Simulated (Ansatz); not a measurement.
# Notes on La$_{2}$Ge$_{6}$Pb$_{3}$

```xyz
11
Lattice="8.3977 0.0000 0.0000 -4.1988 7.2726 0.0000 0.0000 0.0000 4.5204" Properties=species:S:1:pos:R:3 pbc="T T T"
Ge    1.5788    0.0000    0.0000
Ge    3.4095    5.9054    0.0000
Ge   -0.7894    1.3673    0.0000
Pb    3.1701    0.0000    2.2602
Pb    2.6138    4.5272    2.2602
Pb   -1.5851    2.7454    2.2602
La   -0.0004    4.8487    0.0000
La    4.1993    2.4240    0.0000
Ge    5.9531    0.0000    2.2602
Ge    1.2223    2.1171    2.2602
Ge   -2.9766    5.1556    2.2602
```

Level: PBE, no spin polarisation; 420 eV; 5×5×8 Γ-centred mesh; fermi-dirac occupations (width 0.1 eV); Ansatz 0.2.0, fixed geometry.

Question: Is it stable against the elements?

Answer: 0.12 eV an atom against the elements' usual phases (free molecules for gases, crystals otherwise, with no correction for O₂ or N₂), so at this geometry it isn't bound against them. Relaxing would lower it.

Question: Describe some of the short contacts.

Answer: Ge–Ge at 2.73 Å: least valence density 0.29 e/Å³ and ELF 0.49 there. Ge–Pb at 2.76 Å: least valence density 0.32 e/Å³ and ELF 0.40 there. La–Pb at 3.47 Å: least valence density 0.13 e/Å³ and ELF 0.16 there. Both are smooth PAW fields, read partly inside the augmentation spheres.

Question: Where is the largest force?

Answer: The largest is on Pb4 (and as large on other atoms): 1.56 eV/Å, components (1.56, 0.00, 0.00). It makes 125° with the line to a nearest neighbour, Ge1 at 2.76 Å.

Question: What happens at the Fermi level?

Answer: It is a metal, with about 5.6 states/eV a cell as the mean within 0.25 eV of the Fermi level, mostly Ge p (37 %), La d (28 %) and Pb p (14 %).

Question: What does the stress say?

Answer: The pressure is 6.2 GPa (compression positive), so with the atoms held at these fractions the cell would first expand; the forces are large, so a full relaxation may end otherwise.

Origin: a known structure type with other elements, at an estimated volume, so it need not be a known compound. Caveats: atoms or cell far from equilibrium; f levels without a U or exact exchange are poorly placed.
